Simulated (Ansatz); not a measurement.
A relaxed cell of Ta₂Ru₃ is given with its symmetry left out. The cell was found from a structure generator's guess, not taken from experiment.

Computed with DFT PBE, scalar-relativistic, plane waves, PAW in Ansatz 0.2.0. Cutoff 420 eV, Γ-centred mesh, Gaussian smearing, no spin polarisation.

```
CELL_PARAMETERS angstrom
2.84473 0.00000 0.00000
-1.42236 2.46361 0.00000
0.00000 0.00000 22.22083
ATOMIC_POSITIONS crystal
Ta 0.66667 0.33333 0.10037
Ta 0.66667 0.33333 0.30119
Ta 0.66667 0.33333 0.69881
Ta 0.66667 0.33333 0.89963
Ru 0.33333 0.66667 0.00000
Ru 0.33333 0.66667 0.20113
Ru 0.33333 0.66667 0.40696
Ru 0.33333 0.66667 0.59304
Ru 0.33333 0.66667 0.79887
Ru 0.66667 0.33333 0.50000
```

Formation energies are uncorrected and refer to the elements' standard structures at the same level.

Q: Find its symmetry and describe it.

A: P-6m2 (No. 187), with Ta and Ru ordered on hcp sites. Conventional cell: a = 2.845 Å, c = 22.221 Å. Around Ta on its first site lie 6 Ru at 2.77–2.78 Å and 6 Ta at 2.84 Å; around Ta on its second site lie 6 Ru at 2.76–2.87 Å and 6 Ta at 2.84 Å; Ru on a site of symmetry -6m2 has 6 Ta at 2.77 Å and 6 Ru at 2.84 Å; Ru on a site of symmetry 3m has 6 Ta at 2.76–2.78 Å and 6 Ru at 2.84 Å; 2 more sites not described.

Q: How far does it lie from the elements in energy?

A: +0.04 eV/atom. The separate elements lie lower, so it is unstable against them.

Q: Is it a metal?

A: Yes, bands cross the Fermi level on the 18×18×2 mesh.

The last run used an 18×18×2 mesh (in the run's order of axes) for its 10-atom cell and Gaussian smearing of 0.10 eV. These runs have no spin–orbit coupling, which can matter for Ta. Symmetry constrained the relaxation, so the result can be a saddle point.
